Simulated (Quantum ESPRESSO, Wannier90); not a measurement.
Wannierisation of TaS₂ (CdI2 type)

Structure: Materials Project mp-1690, symmetrised, not relaxed again. COD (Crystallography Open Database) has the formula in 4 space groups, this one among them (matched by group alone). Level: PBEsol, spinors with spin-orbit coupling; pw.x of Quantum ESPRESSO at 47 Ry with PseudoDojo potentials, 6×6×4 k-points, Wannier90. Density: 12×12×6 mesh, cold smearing 0.01 Ry. The cell is built of weakly bound layers, chains or molecules, whose nearest atoms lie 3.70 Å apart. Database cells relaxed without dispersion often hold them too far apart, which can enlarge gaps and weakens couplings between them; spacing and stacking were not compared with the measured crystal.

On the energy scale of pw.x, whose zero is arbitrary, the Fermi level lies at 9.50 eV.

Input w.win:

```
num_bands = 4
num_wann = 4
exclude_bands = 1-8,13-54
spinors = true
num_iter = 800
conv_tol = 1.0e-6
conv_window = 4
write_hr = true
write_u_matrices = true
auto_projections = true
begin unit_cell_cart
ang
    3.3828601310    0.0000000000    0.0000000000
   -1.6914300655    2.9296428109    0.0000000000
    0.0000000000    0.0000000000    6.1679800000
end unit_cell_cart
begin atoms_frac
Ta   0.0000000000  0.0000000000  0.0000000000
S   -0.3333333333  0.3333333333 -0.2457200000
S    0.3333333333 -0.3333333333  0.2457200000
end atoms_frac
mp_grid = 6 6 4
begin kpoints
0.0000000000 0.0000000000 0.0000000000
0.0000000000 0.0000000000 0.2500000000
0.0000000000 0.0000000000 0.5000000000
... (141 more lines: the 6x6x4 mesh through Gamma)
end kpoints
```

Input of pw2wannier90.x that gives the overlap and projection files (equivalent; here they were cut from one run over all bands):

```
&inputpp
  outdir = './out'
  prefix = 'pwscf'
  seedname = 'w'
  write_amn = .true.
  write_mmn = .true.
  atom_proj = .true.
  atom_proj_exclude = 1 2 3 4 5 6 7 8 9 10 11 12 13 14 15 16 17 18 19 20 23 24 25 26 27 28 31 32 33 34 35 36
/
```

Output w.wout (banner and timings cut):

```
                                    ------
                                    SYSTEM
                                    ------

                              Lattice Vectors (Ang)
                    a_1     3.382860   0.000000   0.000000
                    a_2    -1.691430   2.929643   0.000000
                    a_3     0.000000   0.000000   6.167980

                   Unit Cell Volume:      61.12821  (Ang^3)

                        Reciprocal-Space Vectors (Ang^-1)
                    b_1     1.857359   1.072347  -0.000000
                    b_2     0.000000   2.144693   0.000000
                    b_3     0.000000  -0.000000   1.018678

 *----------------------------------------------------------------------------*
 |   Site       Fractional Coordinate          Cartesian Coordinate (Ang)     |
 +----------------------------------------------------------------------------+
 | ta   1   0.00000   0.00000   0.00000   |    0.00000   0.00000   0.00000    |
 | s    1  -0.33333   0.33333  -0.24572   |   -1.69143   0.97655  -1.51560    |
 | s    2   0.33333  -0.33333   0.24572   |    1.69143  -0.97655   1.51560    |
 *----------------------------------------------------------------------------*
                                ------------
                                K-POINT GRID
                                ------------

             Grid size =  6 x  6 x  4      Total points =  144

 *---------------------------------- MAIN ------------------------------------*
 |  Number of Wannier Functions               :                 4             |
 |  Number of Objective Wannier Functions     :                 4             |
 |  Number of input Bloch states              :                 4             |
 |  Output verbosity (1=low, 5=high)          :                 1             |
 |  Timing Level (1=low, 5=high)              :                 1             |
 |  Optimisation (0=memory, 3=speed)          :                 3             |
 |  Length Unit                               :               Ang             |
 |  Post-processing setup (write *.nnkp)      :                 F             |
 |  Using Gamma-only branch of algorithms     :                 F             |
 *----------------------------------------------------------------------------*
 *------------------------------- WANNIERISE ---------------------------------*
 |  Total number of iterations                :               800             |
 |  Number of CG steps before reset           :                 5             |
 |  Trial step length for line search         :             2.000             |
 |  Convergence tolerence                     :         0.100E-05             |
 |  Convergence window                        :                 4             |
 |  Iterations between writing output         :                 1             |
 |  Iterations between backing up to disk     :               100             |
 |  Write r^2_nm to file                      :                 F             |
 |  Write xyz WF centres to file              :                 F             |
 |  Write on-site energies <0n|H|0n> to file  :                 F             |
 |  Use guiding centre to control phases      :                 F             |
 |  Use phases for initial projections        :                 F             |
 *----------------------------------------------------------------------------*
 *-------------------------------- PLOTTING ----------------------------------*
 |  Plotting Hamiltonian in WF basis          :                 T             |
 *----------------------------------------------------------------------------*

       ... (k-mesh section left out)

 Starting a new Wannier90 calculation ...

 Reading overlaps from w.mmn

 Reading projections from w.amn

 *------------------------------- WANNIERISE ---------------------------------*
 +--------------------------------------------------------------------+<-- CONV
 | Iter  Delta Spread     RMS Gradient      Spread (Ang^2)            |<-- CONV
 +--------------------------------------------------------------------+<-- CONV

 ------------------------------------------------------------------------------
 Initial State
  WF centre and spread    1  ( -1.691430,  0.976548, -1.312348 )     1.23549581
  WF centre and spread    2  ( -1.691430,  0.976548, -1.312348 )     1.23549581
  WF centre and spread    3  (  1.691430, -0.976548,  1.312348 )     1.23549581
  WF centre and spread    4  (  1.691430, -0.976548,  1.312348 )     1.23549581
  Sum of centres and spreads (  0.000000, -0.000000, -0.000000 )     4.94198324

      0     0.494E+01     0.0000000000        4.9419832329  <-- CONV
        O_D=      0.0002634 O_OD=      0.0059747 O_TOT=      4.9419832 <-- SPRD
 ------------------------------------------------------------------------------
      1    -0.878E-04     0.0102609986        4.9418954763  <-- CONV
        O_D=      0.0001806 O_OD=      0.0059697 O_TOT=      4.9418955 <-- SPRD
      2    -0.562E-05     0.0024928519        4.9418898554  <-- CONV
        O_D=      0.0001768 O_OD=      0.0059679 O_TOT=      4.9418899 <-- SPRD
      3    -0.105E-05     0.0009478190        4.9418888039  <-- CONV
        O_D=      0.0001765 O_OD=      0.0059672 O_TOT=      4.9418888 <-- SPRD
      4    -0.269E-06     0.0005568806        4.9418885348  <-- CONV
        O_D=      0.0001764 O_OD=      0.0059669 O_TOT=      4.9418885 <-- SPRD
      5    -0.131E-06     0.0003639289        4.9418884037  <-- CONV
        O_D=      0.0001764 O_OD=      0.0059669 O_TOT=      4.9418884 <-- SPRD
      6    -0.442E-07     0.0002670888        4.9418883595  <-- CONV
        O_D=      0.0001764 O_OD=      0.0059668 O_TOT=      4.9418884 <-- SPRD
      7    -0.786E-08     0.0000840132        4.9418883517  <-- CONV
        O_D=      0.0001764 O_OD=      0.0059668 O_TOT=      4.9418884 <-- SPRD
             <<<     Delta < 1.000E-06  over  4 iterations     >>>
             <<< Wannierisation convergence criteria satisfied >>>
 Final State
  WF centre and spread    1  ( -1.691430,  0.976548, -1.312346 )     1.23547209
  WF centre and spread    2  ( -1.691430,  0.976548, -1.312346 )     1.23547209
  WF centre and spread    3  (  1.691430, -0.976548,  1.312346 )     1.23547209
  WF centre and spread    4  (  1.691430, -0.976548,  1.312346 )     1.23547209
  Sum of centres and spreads (  0.000000, -0.000000, -0.000000 )     4.94188836

         Spreads (Ang^2)       Omega I      =     4.935745166
        ================       Omega D      =     0.000176355
                               Omega OD     =     0.005966830
    Final Spread (Ang^2)       Omega Total  =     4.941888352
```
